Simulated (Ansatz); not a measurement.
Given:

Pd:
```xyz
1
Lattice="-1.5546 1.5546 1.5546 1.5546 -1.5546 1.5546 1.5546 1.5546 -1.5546" Properties=species:S:1:pos:R:3 pbc="T T T"
Pd     0.0000     0.0000     0.0000
```

This is the r²SCAN-relaxed structure.

Problem. All from r²SCAN in the plane-wave PAW code Ansatz, unless another level is named. Predict the bulk modulus (Birch–Murnaghan fit).

Solution. 180 GPa.

Problem. Next, the elastic constants (relaxed ions, GPa)?

Solution. C11 = 162, C12 = 190, C44 = 97.5.

Space group Im-3m (bcc (W type)). The first step of the workflow began from a Materials Project structure, measured or hypothetical; the Crystallography Open Database copy checked does not list it. It is not the phase usual at ambient conditions (space group No. 225). The r²SCAN relaxation kept the symmetry of its start. At this level the phase is mechanically unstable. No spin polarisation was allowed. As this level gives no gap, shear constants depend on the k-mesh and smearing (Fermi–Dirac, 0.1 eV here). On the denser mesh and wider smearing of the elastic run this cell carries a stress of 0.4 GPa.

Potentials: the later of the program's two PAW sets.
